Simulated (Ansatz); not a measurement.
Consider the following.

Si₂Ni₆B:
```cif
data_BNi6Si2
_chemical_formula_sum 'Si2 Ni6 B1'
_space_group_name_H-M_alt 'P-62m'
_space_group_IT_number 189
_space_group_name_Hall 'P -6 -2'
_cell_length_a 6.05959
_cell_length_b 6.05959
_cell_length_c 2.83128
_cell_angle_alpha 90.000
_cell_angle_beta 90.000
_cell_angle_gamma 120.000
loop_
_atom_site_label
_atom_site_type_symbol
_atom_site_symmetry_multiplicity
_atom_site_Wyckoff_symbol
_atom_site_fract_x
_atom_site_fract_y
_atom_site_fract_z
_atom_site_occupancy
Si1 Si 2 c 0.33333 0.66667 0.00000 1
Ni1 Ni 3 f 0.00000 0.24508 0.00000 1
Ni2 Ni 3 g 0.38909 0.38909 0.50000 1
B1 B 1 b 0.00000 0.00000 0.50000 1
```

This is the r²SCAN-relaxed structure.

Task: All from r²SCAN (plane waves, PAW; program Ansatz), unless another level is named. Predict the electronic character.

Result: metallic (no gap).

Task: And the density of states at the Fermi level?

Result: 0.42 states/eV per atom (mean over ±0.08 eV).

Task: And the formation energy from the elements (no fitted shifts)?

Result: -0.47 eV/atom.

The workflow started from a Materials Project entry (that database holds measured and hypothetical structures alike); the Crystallography Open Database files this formula in space group No. 189, but the cells were not matched. Whether it is the stable phase at ambient conditions was not checked. Symmetry was held in the r²SCAN relaxation; its stability against distortions is not shown here. No spin polarisation was allowed. The references are the lowest solids computed at this level, not always the standard phases.

Potentials: the later of the program's two PAW sets.
